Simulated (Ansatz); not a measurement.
**SiO2 with vanadium replacing Si: gradients before and after relaxing the atoms**

Start: a supercell of SiO2 (cristobalite type, P4_12_12) built from a COD entry, with all atoms left at the host's positions.

Space group C2 (No. 5); a = 15.6069, b = 7.0456, c = 7.0456 Å, β = 116.84°.

```csv
site,Wyckoff,site symmetry,x,y,z
V,2a,2,0.0000,0.2990,0.0000
Si2,2b,2,0.5000,0.2990,0.5000
Si3,4c,1,0.3750,0.0000,0.5760
Si4,4c,1,0.3750,0.5000,0.0760
Si5,4c,1,0.7500,0.7010,0.7500
O9,4c,1,0.9109,0.1717,0.9791
O10,4c,1,0.4109,0.1717,0.4791
O11,4c,1,0.7859,0.5682,0.6143
O12,4c,1,0.2859,0.5682,0.1143
O13,4c,1,0.6609,0.8283,0.5927
O14,4c,1,0.1609,0.8283,0.0927
O15,4c,1,0.5359,0.4318,0.7076
O16,4c,1,0.5359,0.9318,0.2076
```

One atom of each set is listed; the run and its k-mesh use a cell of 24 atoms with edges of 8.56, 8.56, 7.05 Å.

Computed with Ansatz: DFT, PBE, plane waves and PAW, scalar-relativistic, 420 eV cutoff, Γ-centred 3×3×3 k-points, Fermi–Dirac smearing 0.01 eV, cell charge +1.

The largest force at the start is 3.6 eV/Å. Relaxing the ions at fixed cell moves them by 0.182 Å at most (atom 3, Si) and 0.130 Å rms.

```json
{"site": "V", "moved (Å)": "0.065", "first shell before": "4 O at 1.60–1.61 Å", "first shell after": "4 O at 1.71–1.72 Å", "V_zz before (10²¹ V/m²)": "-0.14", "η before": "0.24"}
{"site": "Si2", "moved (Å)": "0.082", "first shell before": "4 O at 1.60–1.61 Å", "first shell after": "4 O at 1.63 Å", "V_zz before (10²¹ V/m²)": "-0.16", "η before": "0.82"}
{"site": "Si3", "moved (Å)": "0.182", "first shell before": "4 O at 1.60–1.61 Å", "first shell after": "4 O at 1.61–1.68 Å", "V_zz before (10²¹ V/m²)": "1.10", "η before": "0.50"}
{"site": "Si4", "moved (Å)": "0.096", "first shell before": "4 O at 1.60–1.61 Å", "first shell after": "4 O at 1.62–1.68 Å", "V_zz before (10²¹ V/m²)": "0.91", "η before": "0.31"}
{"site": "Si5", "moved (Å)": "0.064", "first shell before": "4 O at 1.60–1.61 Å", "first shell after": "4 O at 1.63 Å", "V_zz before (10²¹ V/m²)": "-0.33", "η before": "0.55"}
{"site": "O9", "moved (Å)": "0.101", "first shell before": "1 V at 1.60 Å, 1 Si at 1.61 Å, angle 147°", "first shell after": "1 Si at 1.68 Å, 1 V at 1.71 Å, angle 142°", "V_zz before (10²¹ V/m²)": "4.78", "η before": "0.26"}
{"site": "O11", "moved (Å)": "0.128", "first shell before": "2 Si at 1.60–1.61 Å, angle 147°", "first shell after": "2 Si at 1.62–1.63 Å, angle 143°", "V_zz before (10²¹ V/m²)": "9.11", "η before": "0.19"}
{"site": "O13", "moved (Å)": "0.129", "first shell before": "2 Si at 1.60–1.61 Å, angle 147°", "first shell after": "2 Si at 1.62–1.63 Å, angle 141°", "V_zz before (10²¹ V/m²)": "9.34", "η before": "0.10"}
{"site": "O15", "moved (Å)": "0.137", "first shell before": "2 Si at 1.60–1.61 Å, angle 147°", "first shell after": "2 Si at 1.62–1.63 Å, angle 136°", "V_zz before (10²¹ V/m²)": "9.49", "η before": "0.13"}
{"site": "O16", "moved (Å)": "0.152", "first shell before": "1 Si at 1.60 Å, 1 V at 1.61 Å, angle 147°", "first shell after": "1 Si at 1.68 Å, 1 V at 1.72 Å, angle 144°", "V_zz before (10²¹ V/m²)": "5.16", "η before": "0.13"}
```

Q: How do the gradients change?

A: 

```tsv
site	V_zz after	η after	change of V_zz
V	0.98	0.62	+1.12
Si2	-0.77	0.43	-0.61
Si3	2.67	0.29	+1.57
Si4	2.48	0.23	+1.57
Si5	-0.37	0.95	-0.04
O9	5.73	0.27	+0.95
O11	9.47	0.20	+0.36
O13	9.34	0.20	0.00
O15	8.97	0.29	-0.52
O16	6.18	0.19	+1.02
```

The largest change of V_zz is on Si4, from 0.91 to 2.48. In per cent, |V_zz| changes by +142 to +173 on Si, -6 to +20 on O (all sites that start above 0.5). Where |V_zz| stays above 0.1 and the axes keep their order, η moves most on Si5, from 0.55 to 0.95. On V V_xx and V_yy change places (or their axes turn by over 50°), so the two values of η hide a larger change. V_zz changes sign on V (same axis). The table leaves out 3 of the 13 sites, with |V_zz| up to 9.41; their tensors move by 1.31 at most along any direction. The statements above cover all sites. The host's own positions weren't relaxed first, so part of the change far from the defect can be the host's relaxation.

The defect repeats with the cell of 24 atoms, so it feels its images: sites between two images don't show the values beside a lone defect, and zeros or small values of η there can come from the images' arrangement. O and Si carry a gradient in the pure host already, so the values there aren't the defect's effect alone. A uniform background compensates the cell's charge.
Before: The cell keeps the host's lattice, where the PBE pressure is 13 GPa (in a charged cell this depends on the convention for the mean potential). The neighbours have not yet relaxed around the defect (largest force 3.6 eV/Å), so the values at and beside it are those of a strained start, not of the defect in a real crystal.
After: The relaxation keeps the site symmetry 2 of the start, so the impurity can move only along its axis; a start off the site could end lower.
